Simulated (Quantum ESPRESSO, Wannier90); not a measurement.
**Tight-binding from DFT: ZnS (wurtzite)**

```yaml
crystal:
  lattice:
    - [3.80580, 0.00000, 0.00000]
    - [-1.90290, 3.29592, 0.00000]
    - [0.00000, 0.00000, 6.23798]
  atoms:
    - { symbol: Zn, position: [0.33333, 0.66667, 0.00014] }
    - { symbol: Zn, position: [0.66667, 0.33333, 0.50014] }
    - { symbol: S, position: [0.33333, 0.66667, 0.37486] }
    - { symbol: S, position: [0.66667, 0.33333, 0.87486] }
```

Materials Project entry mp-560588; symmetrised, unrelaxed at this level. COD (Crystallography Open Database) has the formula in 4 space groups, this one among them (matched by group alone). Level: PBEsol, no spin polarisation, no spin-orbit coupling; pw.x of Quantum ESPRESSO at 68 Ry with PseudoDojo potentials, 6×6×4 k-points, Wannier90. Density: 12×12×6 mesh, cold smearing 0.01 Ry.

Functional, cutoff and mesh named above are those of the base row (PBEsol); the first column says what each row takes instead. Model: 18 functions from bands 9-26, start SCDM (isolated) (the valence bands). Energies are relative to the valence-band maximum; the misfit is to pw.x on a path, for all bands of the set. The functional changes, each with its own PseudoDojo files and their cutoffs, on the same cell. Ω_total can sit in another minimum from row to row; Ω_I of an isolated set cannot.

```
functional  Ω_I (Å²)  Ω_total (Å²)  rms misfit (meV)  gap (eV)  bottom of band 9 (eV)
----------  --------  ------------  ----------------  --------  ---------------------
LDA            13.88         15.43               4.7      1.96                 -13.21
PBE            13.61         15.15               4.0      2.22                 -13.22
PBEsol         13.78         15.35               4.3      2.08                 -13.23
```
